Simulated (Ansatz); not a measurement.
C:
```xyz
12
Lattice="3.7958 0.0000 0.0000 0.0000 3.7958 0.0000 0.0000 0.0000 4.6722" Properties=species:S:1:pos:R:3 pbc="T T T"
C      3.5071     0.2887     3.5042
C      1.6092     1.6092     0.0000
C      0.2887     3.5071     1.1681
C      2.1866     2.1866     2.3361
C      2.3577     0.6341     2.4932
C      1.2637     0.4599     3.6613
C      1.4380     3.1616     0.1571
C      2.5320     3.3359     1.3252
C      0.4599     1.2637     1.0109
C      3.1616     1.4380     4.5151
C      3.3359     2.5320     3.3471
C      0.6341     2.3577     2.1790
```

Relaxed with r²SCAN. Special points in fractions of this cell's reciprocal vectors: Γ (0.000, 0.000, 0.000); X (0.000, 0.500, 0.000); M (0.500, 0.500, 0.000); Z (0.000, 0.000, 0.500); R (0.000, 0.500, 0.500); A (0.500, 0.500, 0.500).

**Question.** List the band energies nearest the valence-band maximum at these points for r²SCAN (plane waves, PAW; program Ansatz).

**Answer.** In eV from the valence-band maximum; about four levels below and three above (degenerate sets whole), none deeper than 8.9 eV; points with the same levels are listed once.

```
k                    below                above
-  -----------------------  -------------------
Γ  -1.98 -1.76 -1.76 -0.54       5.37 6.69 6.69
X  -1.05 -1.05 -0.49 -0.49  6.56 6.56 6.84 6.84
M  -1.30 -1.30 -0.45 -0.45  5.68 5.68 6.77 6.77
Z  -1.98 -1.98 -1.66 -1.66  5.38 5.38 5.75 5.75
R  -1.69 -1.69 -0.96 -0.96  5.59 5.59 6.39 6.39
A  -1.88 -1.88 -1.88 -1.88  6.04 6.04 6.04 6.04
```

Space group P4_12_12. The start of the workflow was typed in or built on a structure type; neither database checked (COD, Materials Project) lists it. It is not the phase usual at ambient conditions (space group No. 194, 227). The r²SCAN relaxation kept the symmetry of its start; its stability against distortions is not shown here. The volume moved by 26 % from the start of the relaxation.

Potentials: the earlier of the program's two PAW sets.
